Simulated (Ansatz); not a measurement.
Ge$_{2}$Rh (MoSi2 or CaC2 type, I4/mmm) at seven volumes, the program Ansatz at the PBE level (PAW), shape and atoms relaxed at each. One row is withheld.

```tsv
V (Å³/atom)	P (GPa)
14.503	14.67
14.981	8.84
15.459	4.03
15.937	0.00
16.415	-3.45
16.893	-6.32
17.371	?
```

Problem. Fit the shown pressures and predict the withheld one.

Solution. P = (3/2)B₀(x^(7/2) − x^(5/2))[1 + (3/4)(B′ − 4)(x − 1)] with x = (V₀/V)^(2/3). Least squares on the six rows gives V₀ = 15.933 Å³/atom, B₀ = 124 GPa, B′ = 4.82. At V = 17.371, x = 0.9440 and P = -8.71 GPa. The run itself gave -8.64 GPa.

A made-up cell: these elements were put on the sites of a structure type; neither database checked (COD, Materials Project) lists it. Its standing as an ambient phase is unchecked. Symmetry was held in the PBE relaxation; its stability against distortions is not shown here. The run is not spin-polarised.

Potentials: the later of the program's two PAW sets.
